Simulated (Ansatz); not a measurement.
## Sc$_{3}$Al: pressure against volume

Sc$_{3}$Al, P6_3/mmc, a = 6.237 Å, c = 4.978 Å. The structure is a Materials Project entry; whether it is the stable form wasn't checked. Ansatz: PBEsol, PAW, 420 eV, Γ-centred 6×6×8 mesh on 8 atoms, Gaussian smearing 0.10 eV; no spin polarisation. Shape and atoms are relaxed at each volume; pressure is positive in compression.

```tsv
V (Å³/atom)	P (GPa)
18.446	?
19.074	7.58
19.703	4.70
20.332	2.19
20.961	-0.01
21.590	-1.93
22.218	-3.59
23.057	-5.49
```

Question: Take V0 = 20.961 Å³/atom, count pressures from its P0 = -0.01 GPa, fit the third-order Birch–Murnaghan form to the other rows, and predict the missing pressure.

Answer: With the Eulerian strain f = ½[(V0/V)^(2/3) − 1] and y = (P − P0)/[3f(1 + 2f)^(5/2)], the form is the line y = B0 + 1.5 B0 (B0′ − 4) f. Rows (f, y): 0.03246, 66.6; 0.02106, 67.2; 0.01026, 67.9; -0.00976, 68.9; -0.01904, 69.1; -0.03078, 69.6. Means f = 0.0007000, y = 68.217; Σ(Δf)² = 0.003005, ΣΔfΔy = -0.1432; the slope is their ratio. y = 68.25 − 47.66 f GPa, so B0 = 68.2 GPa and B0′ = 4 + 2 × (-47.66)/(3 × 68.25) = 3.53. At V = 18.446, f = 0.04447, y = 66.13 and P = 10.91 GPa. The run gave 10.87 GPa, so the fit is 0.04 GPa too high, a small miss on the scale of the series.